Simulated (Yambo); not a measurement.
A G0W0@PBEsol run in Yambo for WS2 (space group P6_3/mmc, No. 194) (6×6×1 Γ-centred k mesh, bands 9 to 258 and a 6 Ry block in the screening, 258 bands in G with the Bruneval-Gonze terminator, plasmon pole fitted at 27.2 eV) gives these matrix elements, in eV, at the band edges (Γ → (0.167, 0.167, 0)):

```csv
state,E0,<Vxc>,<Σx>,<Σc(E0)>,Z
valence edge,0.000,-15.512,-15.893,0.554,0.794
conduction edge,0.803,-14.288,-10.281,-3.409,0.801
```

**Question.** Solve the linearised quasiparticle equation for both states, give the gap, and say how exchange and correlation each act on it.

**Answer.** E = E0 + Z(Σx + Σc − Vxc). Valence: 0.000 + 0.794 × (-15.893 + (0.554) − (-15.512)) = 0.14 eV. Conduction: 0.803 + 0.801 × (-10.281 + (-3.409) − (-14.288)) = 1.28 eV. The gap is 1.14 eV, against 0.80 eV in PBEsol. Replacing Vxc by bare exchange alone would open it by 4.39 eV; correlation takes back 3.96 eV of that, and Z scales what is left. Nearest settings tried, and what they do to the gap: 174 bands in W, 174 bands in G: +11 meV; 3 Ry block (79 vectors against 179): -71 meV. Not varied: mesh. So the settings aren't converged at that level. 

Spin-orbit coupling is included.

Geometry relaxed with PBE+D3(BJ); primitive cell a = b = 3.154 Å, c = 12.138 Å, α = β = 90.00°, γ = 120.00°.
